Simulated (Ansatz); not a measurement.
Input and command of a plane-wave DFT calculation in Ansatz:

```yaml
crystal:
  lattice:
    - [1.7007413158, -2.4076083715, 0.0]
    - [1.7007413158, 2.4076083715, 0.0]
    - [0.0, 0.0, 3.9373567296]
  atoms:
    - { symbol: Ta, position: [0.5, 0.5, 0.5] }
    - { symbol: Ru, position: [0.0, 0.0, 0.0] }
basis:
  ecutwfc: 500
kpoints:
  mp_grid: { grid: [20, 20, 12] }
hamiltonian:
  xc: r2scan
scf:
  occupations: { method: gaussian, width: 0.15 }
output:
  forces: true
  stress: true
  eigenvalues: true
```

```bash
ansatz run input.yaml --threads 1 --pin off --max-ram 2560MiB --backend cpu --events-out ev --progress --plain --runs-dir out
```

Processor: Intel(R) Xeon(R) Processor @ 2.50GHz (Skylake/Cascade Lake), 1 thread, on a host shared with other jobs.

Question: How long does it run, and how much memory does it take?

Answer: About 110 s on 1 thread of Intel(R) Xeon(R) Processor @ 2.50GHz (Skylake/Cascade Lake) (shared host), peak memory 0.82 GiB. It solves 19 bands at 777 k points (the mesh reduced by symmetry) with about 821 plane waves, in 7 SCF iterations.
